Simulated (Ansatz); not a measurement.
**Hf: two-dimensional strain map**

Method: DFT r2SCAN, scalar-relativistic, plane waves, PAW (Ansatz). Cutoff 500 eV, Γ-centred 18×18×18 k-points, Gaussian smearing of 0.15 eV. Spin–orbit coupling is left out, which can shift energies with elements as heavy as these. No spin polarisation. Energies are free energies at this smearing, counted from the undisturbed cell; pressure is positive in compression.

Zero of the scan (as given, not relaxed at this level; it stands at -5.4 GPa; this bcc form isn't the usual structure):

```
Hf
1.0
    -1.80500    1.80500    1.80500
     1.80500   -1.80500    1.80500
     1.80500    1.80500   -1.80500
Hf
1
Direct
  0.00000 0.00000 0.00000
```

The cell is strained by p along both x and y and by q along z, fractional coordinates fixed. Points are written (p, q).

Energy above the undisturbed cell in meV/atom (a dash: not computed):

```
 p \ q  -0.050  -0.025  0.000  0.025  0.050
-0.050    41.4     8.9  -15.6  -33.9  -47.3
-0.025   -12.2   -21.9  -24.8  -22.9  -17.1
 0.000   -31.1   -17.9    0.0   21.6   46.0
 0.025   -18.5    14.2   52.5      –  136.0
 0.050    26.0    73.5  128.3  187.3  247.6
```

Pressure in GPa:

| p \ q | -0.050 | -0.025 | 0.000 | 0.025 | 0.050 |
| --- | --- | --- | --- | --- | --- |
| -0.050 | 11.2 | 7.8 | 4.8 | 2.3 | 0.0 |
| -0.025 | 4.7 | 1.7 | -0.8 | -3.0 | -5.0 |
| 0.000 | -0.6 | -3.2 | -5.4 | -7.3 | -9.0 |
| 0.025 | -5.2 | -7.3 | -9.2 | – | -12.3 |
| 0.050 | -9.0 | -10.7 | -12.3 | -13.7 | -14.9 |